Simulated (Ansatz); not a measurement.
# TaI₃ (ReO3-type structure)

Method: PBE, scalar-relativistic; collinear spin; PAW, 420 eV, Γ-centred 6×6×3 mesh, 0.05 eV Gaussian smearing; code Ansatz; PAW files: Ansatz's generated set soft_2.

```yaml
crystal:
  lattice:
    - [5.60815, 0.00000, 5.60815]
    - [0.00000, 5.60815, 5.60815]
    - [0.00000, 0.00000, 11.21630]
  atoms:
    - { symbol: Ta, position: [0.00000, 0.00000, 0.00000] }
    - { symbol: I, position: [0.50000, 0.00000, 0.75000] }
    - { symbol: I, position: [0.00000, 0.00000, 0.25000] }
    - { symbol: I, position: [0.00000, 0.50000, 0.75000] }
    - { symbol: Ta, position: [0.00000, 0.00000, 0.50000] }
    - { symbol: I, position: [0.50000, 0.00000, 0.25000] }
    - { symbol: I, position: [0.00000, 0.00000, 0.75000] }
    - { symbol: I, position: [0.00000, 0.50000, 0.25000] }
```

The structure was built from a prototype; whether the compound forms in it isn't claimed. The ideal cubic cell shuts out tilts of the octahedra, which such structures often take.

Magnetic state: antiferromagnetic, site spin moments Ta 0.87, -0.87 μB.

Q: Which orbitals carry the states at the Fermi level, and how many states are there?

A: Within 0.1 eV of it: Ta 5d 72 %, I 5p 27 % (shares among the projected shells). The density of states at the Fermi level is about 7.1 states/eV per cell, averaged over 0.3 eV.

Density of states (tetrahedra, averaged over 0.3 eV; states/eV per cell of 8 atoms; energy in eV from the Fermi level):

```
E (eV)   DOS
 -7.30   0.1
 -7.00   0.7
 -6.70   1.6
 -6.40   3.6
 -6.10   1.7
 -5.80   3.3
 -5.50   1.4
 -5.20   0.8
 -4.90  14.0
 -4.60  15.3
 -4.30   7.9
 -4.00   7.4
 -3.70   5.8
 -3.40   7.6
 -3.10   5.7
 -2.80   8.3
 -2.50  12.5
 -2.20  12.3
 -1.90   5.6
 -1.60   4.3
 -1.30   0.0
 -1.00   0.4
 -0.70   2.8
 -0.40   5.2
 -0.10   6.5
  0.20   5.1
  0.50   7.1
  0.80  13.5
  1.10  10.8
  1.40   3.1
  1.70   2.9
  2.00   2.1
  2.30   0.6
  2.60   1.9
  2.90   2.5
  3.20   2.1
  3.50   2.6
  3.80   3.4
  4.10   3.7
  4.40   4.8
  4.70   5.7
  5.00   5.0
  5.30   5.7
  5.60  10.7
  5.90   8.3
```

For elements this heavy, spin–orbit coupling would shift levels and gaps; it isn't included here. The run wasn't fully tested for a lower electronic state. The program warned that the potential is rough where the density is thin (voids or gaps), so long spacings are poorly fixed. Site moments are of spin, integrated over atomic spheres. Compounds of this kind are often insulators, so the metal found may come from the functional, which lacks a U or exact exchange, or from the structure.
